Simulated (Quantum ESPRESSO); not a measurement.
## Ru6Ti2 (input and log of a self-consistent run)

Computed values, not a measurement. The program is pw.x of Quantum ESPRESSO 7.5 (plane-wave density functional theory). The cell is made up: eight metal atoms on a hexagonal close-packed lattice, with elements, volume, strain and displacements drawn at random and not relaxed, so it may be unstable or far from any real phase. PseudoDojo standard norm-conserving files set the functional (PBE unless stated); there is no spin polarisation or spin-orbit coupling, the Fermi-Dirac width of 0.25 eV means electrons at about 2900 K, and the masses in the input are unused placeholders. A spin test at this wide smearing found no moment, but such smearing suppresses magnetism that the real alloy may have.

Input:

```
&control calculation='scf', pseudo_dir='./dojo.nc.sr.pbe.v0_5.standard.upf', outdir='./o', disk_io='medium', tprnfor=.true., tstress=.true. /
&system ibrav=0, nat=8, ntyp=2, nbnd=78, ecutwfc=84.00895049, nosym=.true., tot_charge=0,
 occupations='smearing', smearing='fd', degauss=0.0183746611
/
&electrons conv_thr=1.470e-08, electron_maxstep=70, mixing_beta=0.5 /
ATOMIC_SPECIES
Ru 1.0 Ru.upf
Ti 1.0 Ti.upf
CELL_PARAMETERS angstrom
0.0632 0.0167 -4.4928
0.0502 4.7158 -0.0179
5.5277 0.058 -0.0781
ATOMIC_POSITIONS angstrom
Ru 0.0017 -0.0054 0.027
Ti 2.745 -0.0067 -0.037
Ti 1.3852 2.3999 -0.0077
Ru 4.1482 2.4233 -0.0478
Ru 0.0233 1.6202 -2.2678
Ru 2.8183 1.6246 -2.3084
Ru 1.4322 3.9504 -2.3193
Ru 4.2551 3.9783 -2.3108
K_POINTS automatic
5 5 4 1 1 1
```

The log is shortened where brackets say so; the opening notice, blank lines, dates and the lines on written files are dropped, and the path of the files is cut. It prints rydbergs, bohrs and kilobars, and counts compression as positive stress. Its total energy is the free energy E - TS of the whole cell.

```
     Program PWSCF v.7.5
     Parallel version (MPI & OpenMP), running on       1 processor cores
     Number of MPI processes:                 1
     Threads/MPI process:                     1
     [start-up lines left out]
     bravais-lattice index     =            0
     lattice parameter (alat)  =       8.4911  a.u.
     unit-cell volume          =     790.0836 (a.u.)^3
     number of atoms/cell      =            8
     number of atomic types    =            2
     number of electrons       =       120.00
     number of Kohn-Sham states=           78
     kinetic-energy cutoff     =      84.0090  Ry
     charge density cutoff     =     336.0358  Ry
     scf convergence threshold =      1.5E-08
     mixing beta               =       0.5000
     number of iterations used =            8  plain     mixing
     Exchange-correlation= PBE
                           (   1   4   3   4   0   0   0)
     [axes and pseudopotential details left out]
   Cartesian axes
     site n.     atom                  positions (alat units)
         1        Ru     tau(   1) = (   0.0003783  -0.0012018   0.0060090  )
         2        Ti     tau(   2) = (   0.6109129  -0.0014911  -0.0082345  )
         3        Ti     tau(   3) = (   0.3082829   0.5341092  -0.0017137  )
         4        Ru     tau(   4) = (   0.9232018   0.5393170  -0.0106381  )
         5        Ru     tau(   5) = (   0.0051855   0.3605833  -0.5047098  )
         6        Ru     tau(   6) = (   0.6272262   0.3615625  -0.5137455  )
         7        Ru     tau(   7) = (   0.3187430   0.8791804  -0.5161713  )
         8        Ru     tau(   8) = (   0.9469929   0.8853897  -0.5142796  )
     number of k points=    50  Fermi-Dirac smearing, width (Ry)=  0.0184
                       cart. coord. in units 2pi/alat
        k(    1) = (   0.0992350   0.0938519  -0.0982658), wk =   0.0400000
        k(    2) = (   0.3025142   0.0916988  -0.0954143), wk =   0.0400000
     [further k points left out]
     Dense  grid:    82159 G-vectors     FFT dimensions: (  50,  54,  64)
     Estimated max dynamical RAM per process >     136.47 MB
     Initial potential from superposition of free atoms
     starting charge     119.9922, renormalised to     120.0000
     Starting wfcs are   80 randomized atomic wfcs
     total cpu time spent up to now is       23.0 secs
     per-process dynamical memory:    76.5 Mb
     Self-consistent Calculation
     iteration #  1     ecut=    84.01 Ry     beta= 0.50
     Davidson diagonalization with overlap
     ethr =  1.00E-02,  avg # of iterations =  4.7
     total cpu time spent up to now is      111.0 secs
     total energy              =   -1447.78395850 Ry
     estimated scf accuracy    <       4.75902172 Ry
     iteration #  2     ecut=    84.01 Ry     beta= 0.50
     Davidson diagonalization with overlap
     ethr =  3.97E-03,  avg # of iterations =  3.8
     total cpu time spent up to now is      194.7 secs
     total energy              =   -1448.93761168 Ry
     estimated scf accuracy    <      24.59888775 Ry
     iteration #  3     ecut=    84.01 Ry     beta= 0.50
     Davidson diagonalization with overlap
     ethr =  3.97E-03,  avg # of iterations =  3.5
     total cpu time spent up to now is      267.1 secs
     total energy              =   -1450.31155379 Ry
     estimated scf accuracy    <       7.03679227 Ry
     iteration #  4     ecut=    84.01 Ry     beta= 0.50
     Davidson diagonalization with overlap
     ethr =  3.97E-03,  avg # of iterations =  1.2
     total cpu time spent up to now is      304.9 secs
     total energy              =   -1450.61990748 Ry
     estimated scf accuracy    <       1.54541862 Ry
     iteration #  5     ecut=    84.01 Ry     beta= 0.50
     Davidson diagonalization with overlap
     ethr =  1.29E-03,  avg # of iterations =  2.2
     total cpu time spent up to now is      344.1 secs
     total energy              =   -1450.43334284 Ry
     estimated scf accuracy    <       1.12659036 Ry
     [iterations 6 to 17 left out]
     iteration # 18     ecut=    84.01 Ry     beta= 0.50
     Davidson diagonalization with overlap
     ethr =  2.60E-10,  avg # of iterations =  2.0
     total cpu time spent up to now is      913.8 secs
     total energy              =   -1450.53883252 Ry
     estimated scf accuracy    <       0.00000063 Ry
     iteration # 19     ecut=    84.01 Ry     beta= 0.50
     Davidson diagonalization with overlap
     ethr =  2.60E-10,  avg # of iterations =  1.0
     total cpu time spent up to now is      948.0 secs
     total energy              =   -1450.53883255 Ry
     estimated scf accuracy    <       0.00000010 Ry
     iteration # 20     ecut=    84.01 Ry     beta= 0.50
     Davidson diagonalization with overlap
     ethr =  8.26E-11,  avg # of iterations =  1.1
     total cpu time spent up to now is      982.5 secs
     total energy              =   -1450.53883256 Ry
     estimated scf accuracy    <       0.00000006 Ry
     iteration # 21     ecut=    84.01 Ry     beta= 0.50
     Davidson diagonalization with overlap
     ethr =  5.12E-11,  avg # of iterations =  1.2
     total cpu time spent up to now is     1020.9 secs
     total energy              =   -1450.53883256 Ry
     estimated scf accuracy    <       0.00000005 Ry
     iteration # 22     ecut=    84.01 Ry     beta= 0.50
     Davidson diagonalization with overlap
     ethr =  4.09E-11,  avg # of iterations =  1.0
     total cpu time spent up to now is     1061.8 secs
     End of self-consistent calculation
     [lines on levels left out]
!    total energy              =   -1450.53883256 Ry
     estimated scf accuracy    <          7.3E-09 Ry
     smearing contrib. (-TS)   =      -0.14850568 Ry
     internal energy E=F+TS    =   -1450.39032688 Ry
     The total energy is F=E-TS. E is the sum of the following terms:
     one-electron contribution =    -314.19716009 Ry
     hartree contribution      =     233.08514517 Ry
     xc contribution           =    -239.67051963 Ry
     ewald contribution        =   -1129.60779233 Ry
     convergence has been achieved in  22 iterations
     Forces acting on atoms (cartesian axes, Ry/au):
     atom    1 type  1   force =    -0.00202561    0.01512208   -0.00855734
     atom    2 type  2   force =     0.02338442    0.01656436   -0.00391272
     atom    3 type  2   force =    -0.02314163   -0.01564534   -0.00587997
     atom    4 type  1   force =    -0.00455888   -0.00529753   -0.00811242
     atom    5 type  1   force =     0.00374086   -0.02969939    0.00781972
     atom    6 type  1   force =     0.00426295    0.00975385    0.00406033
     atom    7 type  1   force =     0.00745927    0.01249255    0.01603177
     atom    8 type  1   force =    -0.00912138   -0.00329057   -0.00144936
     Total force =     0.061024     Total SCF correction =     0.000271
     Computing stress (Cartesian axis) and pressure
          total   stress  (Ry/bohr**3)                   (kbar)     P=      -29.76
  -0.00024774  -0.00013167   0.00015062          -36.44      -19.37       22.16
  -0.00013167   0.00020313   0.00002765          -19.37       29.88        4.07
   0.00015062   0.00002765  -0.00056223           22.16        4.07      -82.71
     init_run     :     21.20s CPU     22.86s WALL (       1 calls)
     electrons    :    971.16s CPU   1038.80s WALL (       1 calls)
     forces       :      6.85s CPU      6.94s WALL (       1 calls)
     stress       :     23.62s CPU     23.73s WALL (       1 calls)
     [timing details left out]
     PWSCF        :  17m 3.20s CPU  18m13.95s WALL
     JOB DONE.
```

In other units: free energy -19735.586 eV for the cell, pressure -2.98 GPa, largest force component 0.764 eV/Å in size. The run took 1096 s of wall time with one process on a shared machine (AMD EPYC, Zen 5, virtual cores), so the time is rough. A rerun of this cell at a higher cutoff and on a denser mesh moved values by no more than 0.009 eV in energy, 0.15 GPa in stress and 0.011 eV/Å in force, and a second program with other atomic files agreed on that cell to 2 % rms in force and 0.5 GPa in pressure.